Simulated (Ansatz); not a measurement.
Ca$_{4}$Bi$_{2}$O:
```
CELL_PARAMETERS angstrom
     -2.36725     2.36725     8.25821
      2.36725    -2.36725     8.25821
      2.36725     2.36725    -8.25821
ATOMIC_POSITIONS crystal
  Ca 0.33687 0.33687 0.00000
  Ca 0.66313 0.66313 0.00000
  Ca 0.50000 0.00000 0.50000
  Ca 0.00000 0.50000 0.50000
  Bi 0.14046 0.14046 0.00000
  Bi 0.85954 0.85954 0.00000
  O  0.50000 0.50000 0.00000
```

Relaxed with r²SCAN. Special points in fractions of this cell's reciprocal vectors: Γ (0.000, 0.000, 0.000); X (0.000, 0.000, 0.500); P (0.250, 0.250, 0.250); N (0.000, 0.500, 0.000); M (0.500, 0.500, -0.500); S (0.271, 0.729, -0.271); S0 (-0.271, 0.271, 0.271); R (-0.041, 0.041, 0.500); G (0.500, 0.500, -0.041).

List the band energies nearest the valence-band maximum at these points for r²SCAN (plane waves, PAW; program Ansatz).

In eV from the valence-band maximum; about four levels below and three above (degenerate sets whole), none deeper than 8.9 eV; points with the same levels are listed once.

```csv
k,below,above
Γ,-0.86 -0.86 -0.04 0.00 0.00,1.62 1.74 1.87
X,-1.92 -1.58 -1.56 -1.11,1.68 2.04 2.78
P,-1.72 -1.72 -1.53 -1.14,1.85 1.85 2.76
N,-1.73 -1.09 -0.92 -0.79,2.25 2.54 2.89
M,-0.69 -0.69 -0.35 -0.35,1.19 1.58 2.09
S,-1.81 -1.02 -0.91 -0.80,2.17 2.59 2.68
R,-1.98 -1.57 -1.52 -1.11,1.69 2.08 2.81
```

Space group I4/mmm. The first step of the workflow began from a Materials Project structure, measured or hypothetical; the Crystallography Open Database copy checked does not list it. Whether it is the stable phase at ambient conditions was not checked. The r²SCAN relaxation kept the symmetry of its start; its stability against distortions is not shown here. Scalar-relativistic: spin–orbit coupling is off unless named, which matters more the heavier the elements.

Potentials: the later of the program's two PAW sets.
